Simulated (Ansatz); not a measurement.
Nb2Si in space group P6_3/mmc (No. 194; Si on 2c, Nb on 2a, Nb on 2d), PBE in the plane-wave PAW code Ansatz, all energies at zero smearing, with the estimated change up to a 700 eV cutoff added, with one set of potentials and settings (totals compare only within such a set). Cell of 6 atoms (2 Si, 4 Nb): -19482.853 eV.

```json
[
 {"element": "Si", "reference phase": "Fd-3m, 2 atoms in the cell", "E (eV/atom)": "-635.8096"},
 {"element": "Nb", "reference phase": "Im-3m, 1 atoms in the cell", "E (eV/atom)": "-4552.2836"}
]
```

Formation energy per atom, worked out: (-19482.853 − 2×(-635.8096) − 4×(-4552.2836))/6 = -0.350 eV/atom (-34 kJ per mol of atoms), at 0 K, without zero-point energy or fitted corrections.

A made-up cell: these elements were put on the sites of a structure type; neither database checked (COD, Materials Project) lists it. Whether it is the stable phase at ambient conditions was not checked. Symmetry was held in the PBE relaxation; its stability against distortions is not shown here. The run is not spin-polarised. The references are the lowest solids computed at this level, not always the standard phases.

Potentials: the later of the program's two PAW sets.
